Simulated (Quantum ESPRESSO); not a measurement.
# Si6PGa: input and log of a self-consistent run

Computed values, not a measurement. The program is pw.x of Quantum ESPRESSO 7.5 (plane-wave density functional theory). The cell is made up: 8 atoms on a zincblende/diamond lattice, with randomly drawn elements, strain and displacements, not relaxed. PseudoDojo standard norm-conserving files (v0.5 for PBE, v0.4.1 for LDA and PBEsol) set the functional; there is no spin polarisation, spin-orbit coupling or dispersion term, and the masses in the input are unused placeholders.

Input:

```
&control calculation='scf', pseudo_dir='./dojo.nc.sr.pbe.v0_5.standard.upf', outdir='./o', disk_io='medium', tprnfor=.true., tstress=.true. /
&system ibrav=0, nat=8, ntyp=3, nbnd=31, ecutwfc=79.96652505, nosym=.true., tot_charge=0,
 occupations='smearing', smearing='fd', degauss=0.0073498644
/
&electrons conv_thr=7.350e-09, electron_maxstep=60, /
ATOMIC_SPECIES
Ga 1.0 Ga.upf
P 1.0 P.upf
Si 1.0 Si.upf
CELL_PARAMETERS angstrom
5.6557 -0.0283 0.0564
-0.0283 5.6332 0.0823
0.0564 0.0823 5.63
ATOMIC_POSITIONS angstrom
Si 0.0324 -0.1497 0.0755
P -0.1432 2.9043 2.8019
Si 2.8889 0.1155 2.6962
Ga 2.877 2.7133 -0.1146
Si 1.3224 1.4278 1.4825
Si 1.4723 4.2994 4.2311
Si 4.3358 1.3292 4.2326
Si 4.2817 4.1965 1.4406
K_POINTS automatic
6 6 6 1 1 1
```

The log is shortened where brackets say so; the opening notice, blank lines, dates and the lines on written files are dropped, and the path of the files is cut. It prints rydbergs, bohrs and kilobars, and counts compression as positive stress.

```
     Program PWSCF v.7.5
     Parallel version (MPI & OpenMP), running on       1 processor cores
     Number of MPI processes:                 1
     Threads/MPI process:                     1
     [start-up lines left out]
     bravais-lattice index     =            0
     lattice parameter (alat)  =      10.6884  a.u.
     unit-cell volume          =    1210.0375 (a.u.)^3
     number of atoms/cell      =            8
     number of atomic types    =            3
     number of electrons       =        42.00
     number of Kohn-Sham states=           31
     kinetic-energy cutoff     =      79.9665  Ry
     charge density cutoff     =     319.8661  Ry
     scf convergence threshold =      7.3E-09
     mixing beta               =       0.7000
     number of iterations used =            8  plain     mixing
     Exchange-correlation= PBE
                           (   1   4   3   4   0   0   0)
     [axes and pseudopotential details left out]
   Cartesian axes
     site n.     atom                  positions (alat units)
         1        Si     tau(   1) = (   0.0057284  -0.0264672   0.0133485  )
         2        P      tau(   2) = (  -0.0253180   0.5134854   0.4953809  )
         3        Si     tau(   3) = (   0.5107626   0.0204206   0.4766929  )
         4        Ga     tau(   4) = (   0.5086587   0.4797162  -0.0202615  )
         5        Si     tau(   5) = (   0.2338027   0.2524376   0.2621086  )
         6        Si     tau(   6) = (   0.2603052   0.7601415   0.7480660  )
         7        Si     tau(   7) = (   0.7665771   0.2350049   0.7483312  )
         8        Si     tau(   8) = (   0.7570121   0.7419486   0.2547006  )
     number of k points=   108  Fermi-Dirac smearing, width (Ry)=  0.0073
     Number of k-points >= 100: set verbosity='high' to print them.
     Dense  grid:   116959 G-vectors     FFT dimensions: (  64,  64,  64)
     Estimated max dynamical RAM per process >     144.99 MB
     Initial potential from superposition of free atoms
     starting charge      41.9935, renormalised to      42.0000
     Starting wfcs are   37 randomized atomic wfcs
     total cpu time spent up to now is       38.8 secs
     per-process dynamical memory:   114.4 Mb
     Self-consistent Calculation
     iteration #  1     ecut=    79.97 Ry     beta= 0.70
     Davidson diagonalization with overlap
     ethr =  1.00E-02,  avg # of iterations =  3.8
     Threshold (ethr) on eigenvalues was too large:
     Diagonalizing with lowered threshold
     Davidson diagonalization with overlap
     ethr =  4.43E-04,  avg # of iterations =  5.5
     total cpu time spent up to now is      245.2 secs
     total energy              =    -217.47229207 Ry
     estimated scf accuracy    <       0.20199019 Ry
     iteration #  2     ecut=    79.97 Ry     beta= 0.70
     Davidson diagonalization with overlap
     ethr =  4.81E-04,  avg # of iterations =  2.2
     total cpu time spent up to now is      325.8 secs
     total energy              =    -217.47671245 Ry
     estimated scf accuracy    <       0.04391702 Ry
     iteration #  3     ecut=    79.97 Ry     beta= 0.70
     Davidson diagonalization with overlap
     ethr =  1.05E-04,  avg # of iterations =  4.2
     total cpu time spent up to now is      420.0 secs
     total energy              =    -217.48750664 Ry
     estimated scf accuracy    <       0.03200313 Ry
     iteration #  4     ecut=    79.97 Ry     beta= 0.70
     Davidson diagonalization with overlap
     ethr =  7.62E-05,  avg # of iterations =  2.1
     total cpu time spent up to now is      504.1 secs
     total energy              =    -217.49327221 Ry
     estimated scf accuracy    <       0.00051438 Ry
     iteration #  5     ecut=    79.97 Ry     beta= 0.70
     Davidson diagonalization with overlap
     c_bands:  1 eigenvalues not converged
     c_bands:  1 eigenvalues not converged
     c_bands:  1 eigenvalues not converged
     c_bands:  1 eigenvalues not converged
     c_bands:  1 eigenvalues not converged
     c_bands:  1 eigenvalues not converged
     c_bands:  1 eigenvalues not converged
     c_bands:  1 eigenvalues not converged
     c_bands:  1 eigenvalues not converged
     c_bands:  1 eigenvalues not converged
     c_bands:  1 eigenvalues not converged
     c_bands:  1 eigenvalues not converged
     ethr =  1.22E-06,  avg # of iterations = 11.6
     total cpu time spent up to now is      656.6 secs
     total energy              =    -217.49349796 Ry
     estimated scf accuracy    <       0.00017189 Ry
     iteration #  6     ecut=    79.97 Ry     beta= 0.70
     Davidson diagonalization with overlap
     ethr =  4.09E-07,  avg # of iterations =  2.2
     total cpu time spent up to now is      735.6 secs
     total energy              =    -217.49353436 Ry
     estimated scf accuracy    <       0.00001694 Ry
     iteration #  7     ecut=    79.97 Ry     beta= 0.70
     Davidson diagonalization with overlap
     ethr =  4.03E-08,  avg # of iterations =  2.0
     total cpu time spent up to now is      810.5 secs
     total energy              =    -217.49353790 Ry
     estimated scf accuracy    <       0.00000110 Ry
     iteration #  8     ecut=    79.97 Ry     beta= 0.70
     Davidson diagonalization with overlap
     ethr =  2.62E-09,  avg # of iterations =  3.8
     total cpu time spent up to now is      910.6 secs
     total energy              =    -217.49353829 Ry
     estimated scf accuracy    <       0.00000010 Ry
     iteration #  9     ecut=    79.97 Ry     beta= 0.70
     Davidson diagonalization with overlap
     ethr =  2.50E-10,  avg # of iterations =  2.9
     total cpu time spent up to now is      996.4 secs
     total energy              =    -217.49353832 Ry
     estimated scf accuracy    <       0.00000002 Ry
     iteration # 10     ecut=    79.97 Ry     beta= 0.70
     Davidson diagonalization with overlap
     ethr =  4.88E-11,  avg # of iterations =  2.1
     total cpu time spent up to now is     1079.2 secs
     End of self-consistent calculation
     Number of k-points >= 100: set verbosity='high' to print the bands.
     the Fermi energy is     5.7954 ev
!    total energy              =    -217.49353832 Ry
     estimated scf accuracy    <          1.6E-09 Ry
     smearing contrib. (-TS)   =      -0.00206633 Ry
     internal energy E=F+TS    =    -217.49147200 Ry
     The total energy is F=E-TS. E is the sum of the following terms:
     one-electron contribution =     -94.87583682 Ry
     hartree contribution      =      70.18147625 Ry
     xc contribution           =     -64.06117454 Ry
     ewald contribution        =    -128.73593689 Ry
     convergence has been achieved in  10 iterations
     Forces acting on atoms (cartesian axes, Ry/au):
     atom    1 type  3   force =     0.04362170    0.05613424   -0.04988357
     atom    2 type  2   force =     0.05716836   -0.01838887    0.02453285
     atom    3 type  3   force =    -0.00303444   -0.02825568    0.02483142
     atom    4 type  1   force =    -0.02153157    0.00745524    0.03199639
     atom    5 type  3   force =     0.01253117    0.02069821   -0.04151972
     atom    6 type  3   force =     0.00316226   -0.00647958   -0.00213524
     atom    7 type  3   force =    -0.01039123   -0.00392285    0.00749232
     atom    8 type  3   force =    -0.08152623   -0.02724070    0.00468556
     Total force =     0.157078     Total SCF correction =     0.000049
     Computing stress (Cartesian axis) and pressure
          total   stress  (Ry/bohr**3)                   (kbar)     P=      -52.48
  -0.00035639   0.00003798  -0.00009230          -52.43        5.59      -13.58
   0.00003798  -0.00035285  -0.00016976            5.59      -51.91      -24.97
  -0.00009230  -0.00016976  -0.00036109          -13.58      -24.97      -53.12
     init_run     :     34.65s CPU     38.69s WALL (       1 calls)
     electrons    :    981.23s CPU   1040.45s WALL (       1 calls)
     forces       :     11.46s CPU     11.55s WALL (       1 calls)
     stress       :     58.23s CPU     60.76s WALL (       1 calls)
     [timing details left out]
     PWSCF        :  18m 5.86s CPU  19m12.05s WALL
     JOB DONE.
```

In other units: free energy -2959.150 eV for the cell, pressure -5.25 GPa, largest force component 2.096 eV/Å. A rerun of the same cell at another strain at 1377 eV and a 8 x 8 x 8 mesh moved values by no more than 0.003 eV in energy, 0.02 GPa in stress and 0.007 eV/Å in force.